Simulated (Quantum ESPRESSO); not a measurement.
# Ti5PdIrRu: input and log of a self-consistent run

A calculation, not a measurement. The program is pw.x of Quantum ESPRESSO 7.5 (plane-wave density functional theory). The cell is made up: eight metal atoms on a face-centred cubic lattice, with elements, volume, strain and displacements drawn at random and not relaxed, so it may be unstable or far from any real phase. PseudoDojo standard norm-conserving files set the functional (PBE unless stated); there is no spin polarisation or spin-orbit coupling, the Fermi-Dirac width of 0.25 eV means electrons at about 2900 K, and the masses in the input are unused placeholders. Heavy elements are run without spin-orbit coupling, which real alloys of them have. A spin test at this wide smearing found no moment, but such smearing suppresses magnetism that the real alloy may have.

Input:

```
&control calculation='scf', pseudo_dir='./dojo.nc.sr.pbe.v0_5.standard.upf', outdir='./o', disk_io='minimal', tprnfor=.true., tstress=.true. /
&system ibrav=0, nat=8, ntyp=4, nbnd=74, ecutwfc=84.00895049, nosym=.true., tot_charge=0,
 occupations='smearing', smearing='fd', degauss=0.0183746611
/
&electrons conv_thr=1.470e-08, electron_maxstep=70, mixing_beta=0.5 /
ATOMIC_SPECIES
Ir 1.0 Ir.upf
Pd 1.0 Pd.upf
Ru 1.0 Ru.upf
Ti 1.0 Ti.upf
CELL_PARAMETERS angstrom
0.0475 -2.0362 -2.0085
-6.0865 -1.9653 0.0712
-1.9664 3.9571 -5.8627
ATOMIC_POSITIONS angstrom
Ti -0.0381 0.0478 0.0961
Ti -1.9475 1.9517 -4.0562
Ti -2.0462 0.0331 -1.8903
Pd -4.0548 2.0158 -5.8421
Ti -4.0192 0.0442 -3.6841
Ti -3.9846 -2.1335 -1.8568
Ir -5.8963 -0.013 -5.7609
Ru -6.0749 -2.2038 -3.9777
K_POINTS automatic
8 4 3 1 1 1
```

The log is shortened where brackets say so; the opening notice, blank lines, dates and the lines on written files are dropped, and the path of the files is cut. It prints rydbergs, bohrs and kilobars, and counts compression as positive stress. Its total energy is the free energy E - TS of the whole cell.

```
     Program PWSCF v.7.5
     Parallel version (MPI & OpenMP), running on       4 processor cores
     Number of MPI processes:                 4
     Threads/MPI process:                     1
     [start-up lines left out]
     bravais-lattice index     =            0
     lattice parameter (alat)  =       5.4056  a.u.
     unit-cell volume          =     874.6777 (a.u.)^3
     number of atoms/cell      =            8
     number of atomic types    =            4
     number of electrons       =       111.00
     number of Kohn-Sham states=           74
     kinetic-energy cutoff     =      84.0090  Ry
     charge density cutoff     =     336.0358  Ry
     scf convergence threshold =      1.5E-08
     mixing beta               =       0.5000
     number of iterations used =            8  plain     mixing
     Exchange-correlation= PBE
                           (   1   4   3   4   0   0   0)
     [axes and pseudopotential details left out]
   Cartesian axes
     site n.     atom                  positions (alat units)
         1        Ti     tau(   1) = (  -0.0133194   0.0167104   0.0335956  )
         2        Ti     tau(   2) = (  -0.6808259   0.6822942  -1.4180057  )
         3        Ti     tau(   3) = (  -0.7153304   0.0115714  -0.6608294  )
         4        Pd     tau(   4) = (  -1.4175163   0.7047029  -2.0423379  )
         5        Ti     tau(   5) = (  -1.4050709   0.0154519  -1.2879234  )
         6        Ti     tau(   6) = (  -1.3929751  -0.7458496  -0.6491181  )
         7        Ir     tau(   7) = (  -2.0612857  -0.0045447  -2.0139512  )
         8        Ru     tau(   8) = (  -2.1237224  -0.7704258  -1.3905629  )
     number of k points=    48  Fermi-Dirac smearing, width (Ry)=  0.0184
                       cart. coord. in units 2pi/alat
        k(    1) = (  -0.0544058  -0.0161231  -0.0739534), wk =   0.0416667
        k(    2) = (   0.0058036  -0.1959348   0.1097621), wk =   0.0416667
     [further k points left out]
     Dense  grid:    90987 G-vectors     FFT dimensions: (  32,  72,  81)
     Estimated max dynamical RAM per process >     320.02 MB
     Estimated total dynamical RAM >       1.18 GB
     Initial potential from superposition of free atoms
     starting charge     110.9910, renormalised to     111.0000
     Starting wfcs are   79 randomized atomic wfcs
     total cpu time spent up to now is        6.3 secs
     per-process dynamical memory:   240.0 Mb
     Self-consistent Calculation
     iteration #  1     ecut=    84.01 Ry     beta= 0.50
     Davidson diagonalization with overlap
     ethr =  1.00E-02,  avg # of iterations =  2.6
     total cpu time spent up to now is       19.8 secs
     total energy              =   -1284.31109194 Ry
     estimated scf accuracy    <      19.38125465 Ry
     iteration #  2     ecut=    84.01 Ry     beta= 0.50
     Davidson diagonalization with overlap
     ethr =  1.00E-02,  avg # of iterations =  4.1
     total cpu time spent up to now is       37.6 secs
     total energy              =   -1290.29714455 Ry
     estimated scf accuracy    <      91.58057948 Ry
     iteration #  3     ecut=    84.01 Ry     beta= 0.50
     Davidson diagonalization with overlap
     ethr =  1.00E-02,  avg # of iterations =  5.0
     total cpu time spent up to now is       53.6 secs
     total energy              =   -1296.22972956 Ry
     estimated scf accuracy    <      26.51503311 Ry
     iteration #  4     ecut=    84.01 Ry     beta= 0.50
     Davidson diagonalization with overlap
     ethr =  1.00E-02,  avg # of iterations =  2.0
     total cpu time spent up to now is       65.7 secs
     total energy              =   -1297.61627804 Ry
     estimated scf accuracy    <      10.10734216 Ry
     iteration #  5     ecut=    84.01 Ry     beta= 0.50
     Davidson diagonalization with overlap
     ethr =  9.11E-03,  avg # of iterations =  1.0
     total cpu time spent up to now is       77.1 secs
     total energy              =   -1297.43876543 Ry
     estimated scf accuracy    <       5.82214180 Ry
     [iterations 6 to 20 left out]
     iteration # 21     ecut=    84.01 Ry     beta= 0.50
     Davidson diagonalization with overlap
     ethr =  3.05E-08,  avg # of iterations =  2.5
     total cpu time spent up to now is      285.8 secs
     total energy              =   -1297.23143912 Ry
     estimated scf accuracy    <       0.00005941 Ry
     iteration # 22     ecut=    84.01 Ry     beta= 0.50
     Davidson diagonalization with overlap
     ethr =  3.05E-08,  avg # of iterations =  1.0
     total cpu time spent up to now is      297.2 secs
     total energy              =   -1297.23144277 Ry
     estimated scf accuracy    <       0.00000035 Ry
     iteration # 23     ecut=    84.01 Ry     beta= 0.50
     Davidson diagonalization with overlap
     ethr =  3.11E-10,  avg # of iterations =  7.2
     total cpu time spent up to now is      317.7 secs
     total energy              =   -1297.23144275 Ry
     estimated scf accuracy    <       0.00000309 Ry
     iteration # 24     ecut=    84.01 Ry     beta= 0.50
     Davidson diagonalization with overlap
     ethr =  3.11E-10,  avg # of iterations =  5.1
     total cpu time spent up to now is      333.0 secs
     total energy              =   -1297.23144297 Ry
     estimated scf accuracy    <       0.00000026 Ry
     iteration # 25     ecut=    84.01 Ry     beta= 0.50
     Davidson diagonalization with overlap
     ethr =  2.33E-10,  avg # of iterations =  1.2
     total cpu time spent up to now is      344.3 secs
     End of self-consistent calculation
     [lines on levels left out]
!    total energy              =   -1297.23144298 Ry
     estimated scf accuracy    <       0.00000001 Ry
     smearing contrib. (-TS)   =      -0.16579828 Ry
     internal energy E=F+TS    =   -1297.06564470 Ry
     The total energy is F=E-TS. E is the sum of the following terms:
     one-electron contribution =    -411.46221646 Ry
     hartree contribution      =     257.44223740 Ry
     xc contribution           =    -207.41177007 Ry
     ewald contribution        =    -935.63389557 Ry
     convergence has been achieved in  25 iterations
     Forces acting on atoms (cartesian axes, Ry/au):
     atom    1 type  4   force =     0.01827376    0.00421299    0.00542494
     atom    2 type  4   force =     0.04192610   -0.00556630    0.01811494
     atom    3 type  4   force =     0.02848288    0.02909471   -0.01599562
     atom    4 type  2   force =     0.03478138   -0.00857485    0.00524867
     atom    5 type  4   force =    -0.05701171   -0.00673893   -0.02815897
     atom    6 type  4   force =    -0.02746139    0.00900255   -0.00995511
     atom    7 type  1   force =    -0.04504146   -0.00118142    0.00107288
     atom    8 type  3   force =     0.00605043   -0.02024875    0.02424826
     Total force =     0.117522     Total SCF correction =     0.000476
     Computing stress (Cartesian axis) and pressure
          total   stress  (Ry/bohr**3)                   (kbar)     P=      -20.57
  -0.00033865   0.00016544   0.00005429          -49.82       24.34        7.99
   0.00016544  -0.00002425   0.00005033           24.34       -3.57        7.40
   0.00005429   0.00005033  -0.00005660            7.99        7.40       -8.33
     init_run     :      5.96s CPU      6.21s WALL (       1 calls)
     electrons    :    331.41s CPU    337.98s WALL (       1 calls)
     forces       :      1.61s CPU      1.62s WALL (       1 calls)
     stress       :      5.58s CPU      5.58s WALL (       1 calls)
     [timing details left out]
     PWSCF        :   5m44.66s CPU   5m51.51s WALL
     JOB DONE.
```

In other units: free energy -17649.733 eV for the cell, pressure -2.06 GPa, largest force component 1.466 eV/Å in size. The run took 353 s of wall time with four MPI processes on a shared machine (Intel Xeon, 2023 or later, virtual cores), so the time is rough. A rerun of this cell at a higher cutoff and on a denser mesh moved values by no more than 0.002 eV in energy, 0.03 GPa in stress and 0.007 eV/Å in force, and a second program with other atomic files agreed on that cell to 2 % rms in force and 0.5 GPa in pressure.